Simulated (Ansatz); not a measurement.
Elastic constants of Na3SeI: input and output

Computed with Ansatz 0.2.0, DFT PBEsol, scalar-relativistic, plane waves, PAW.

Launched with:
```bash
ansatz run input.yaml --threads 1 --pin off --max-ram 1228MiB --backend cpu --events-out ev --progress --plain --runs-dir out
```

Input (bare energies are in eV):
```yaml
crystal:
  lattice:
    - [5.4312, 0.0, 0.0]
    - [0.0, 5.4312, 0.0]
    - [0.0, 0.0, 5.4312]
  atoms:
    - { symbol: I, position: [0.0, 0.0, 0.0] }
    - { symbol: Se, position: [0.5, 0.5, 0.5] }
    - { symbol: Na, position: [0.5, 0.5, 0.0] }
    - { symbol: Na, position: [0.5, 0.0, 0.5] }
    - { symbol: Na, position: [0.0, 0.5, 0.5] }
basis:
  ecutwfc: 420
kpoints:
  mp_grid: { grid: [6, 6, 6] }
hamiltonian:
  xc: pbesol
scf:
  occupations: { method: fixed }
output:
  forces: true
  stress: true
  eigenvalues: true
elastic:
  mode: relaxed_ion
  stencil: two_point
```

From the output:
```
--- Elastic constants: 2 strain directions × 2 members + reference (group order 48) ---
  dense FFT box of the reference and of every strained cell: 40×40×40
  strains applied: 11, 23; error gains: componentwise 1.00 (the most a stress slope's error grows in a printed constant), spectral 1.73 (1 for all six strains in a standard setting)
  C = ∂σ_k/∂η_j (tension-positive GPa; Voigt order 11 22 33 23 13 12):
        43.195      5.062      5.062     -0.000     -0.000     -0.000
         5.062     43.195      5.062     -0.000     -0.000     -0.000
         5.062      5.062     43.195     -0.000     -0.000     -0.000
        -0.000     -0.000     -0.000      6.023      0.000      0.000
        -0.000     -0.000      0.000      0.000      6.023      0.000
        -0.000      0.000     -0.000      0.000      0.000      6.023
  reference stress σ⁰ (GPa):     -0.044     -0.044     -0.044      0.000     -0.000     -0.000
  C* (energy form; C + prestress term) asymmetry max|C*_kj − C*_jk| = 8.882e-16 GPa — a small one proves nothing (zero by symmetry where the batch's group is 432, −43m or m−3m); a large one is finite-difference/SCF noise where every solve ...
  moduli (Voigt/Reuss/Hill, GPa): K = 17.77/17.77/17.77   G = 11.24/8.29/9.77   E = 24.76   ν = 0.268
  mechanically stable: yes (min eigenvalue of sym C = 6.02 GPa)
  strain η (Voigt 11):  stress-route row diagonal C_11 = 43.20 GPa, energy-path curvature d²(F+E_count+ΔE)/dδ²/Ω₀ = 43.02 GPa
         δ    σ_11 (GPa) F (eV) n_scf n_hpsi n_pw
    -2.000e-3      -0.1312      -17289.3393719      10   28522   3146   relax 0 steps, max|allowed force component| 1.47e-29 eV/Å
     2.000e-3       0.0416      -17289.3395498       8   25604   3178   relax 0 steps, max|allowed force component| 2.48e-29 eV/Å
  strain η (Voigt 23):  stress-route row diagonal C_44 = 6.02 GPa, energy-path curvature d²(F+E_count+ΔE)/dδ²/Ω₀ = 5.94 GPa
         δ    σ_23 (GPa) F (eV) n_scf n_hpsi n_pw
    -2.000e-3      -0.0120      -17289.3395350       8   34529   3170   relax 0 steps, max|allowed force component| 1.37e-29 eV/Å
     2.000e-3       0.0120      -17289.3395350       8   32879   3170   relax 0 steps, max|allowed force component| 4.34e-30 eV/Å
```

The cell is the ideal cubic antiperovskite prototype; whether it is the stable structure of this composition wasn't checked.